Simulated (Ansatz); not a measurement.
# Cold compression of TiRh

```yaml
crystal:
  lattice:
    - [2.94675, 0.00000, 0.00000]
    - [0.00000, 2.94675, 0.00000]
    - [0.00000, 0.00000, 3.44444]
  atoms:
    - { symbol: Ti, position: [0.50000, 0.50000, 0.50000] }
    - { symbol: Rh, position: [0.00000, 0.00000, 0.00000] }
```

The base volume is that of a database entry, with shape and atoms relaxed on PAW files at held volume, so it needn't be at zero pressure; the structure needn't be the stable phase, at rest or compressed.

Its volume is scaled, and at each volume shape and atoms are relaxed on PAW files; all methods then take that cell.

All numbers are LDA results (scalar-relativistic) from Ansatz 0.2.0, with a Γ-centred 12×12×11 k mesh, Fermi–Dirac smearing of 0.05 eV, no spin polarisation. Methods: LAPW: all electrons, basis error target 1 meV/atom; PAW: frozen-core files, cutoff 420 eV; crystal datasets: all electrons, by PAW datasets that the program makes for each cell.

Energies are extrapolated to zero smearing and count from the unscaled cell; pressure is positive in compression; gaps take the mesh and a band path. No temperature or zero-point motion is included.

The PAW files were made under PBE.

```
V/V0  V (Å³/atom)  P LAPW (GPa)  ΔE LAPW (eV/atom)  P PAW − LAPW (GPa)  ΔE PAW − LAPW (meV/atom)  space group  shortest distance (Å)
1.00        14.95             ?              0.000               -0.02                       0.0       P4/mmm                  2.703
0.90        13.46         10.80             -0.017               -0.06                      -0.4       P4/mmm                  2.611
0.50         7.48         503.5              6.132               -1.73                     -15.5       P4/mmm                      ?
0.40         5.98          1044             13.004               -8.74                     -56.4       P4/mmm                  2.023
```

Task: What belongs in the row "0.50", column "shortest distance (Å)"?

Result: 2.175.

Task: Give the missing entry: row "1.00", column "P LAPW (GPa)".

Result: -12.13.

Task: From the table, what is the rise of the enthalpy H = E + pV up to the last row, and how stiff is the crystal between the last two rows?

Result: ΔH = 13.004 eV + (1044 GPa × 5.98 Å³ + 12.13 GPa × 14.95 Å³) × 0.006242 eV/(GPa·Å³) = 53.12 eV/atom, of which pV makes 76 %. The mean bulk modulus there is −ΔP/Δln V = 2420 GPa.

Task: At the smallest volume, how far do crystal datasets lie from LAPW in pressure?

Result: crystal datasets: +0.01 GPa, on a LAPW pressure of 1044 GPa.

Task: How do the Löwdin populations by LAPW change from the unscaled cell to the last row?

Result: Ti 3s 1.97 → 1.85, Ti 4s 0.84 → 0.40, Ti 3p 5.99 → 5.87, Ti 3d 2.85 → 4.22, Rh 4s 1.96 → 1.86, Rh 5s 0.89 → 0.52, Rh 4p 5.99 → 5.92, Rh 4d 8.30 → 8.24 electrons an atom. These are projections on the shells that the free atoms fill; 0.21 e a cell lies outside them at the start and 0.14 e at the end.
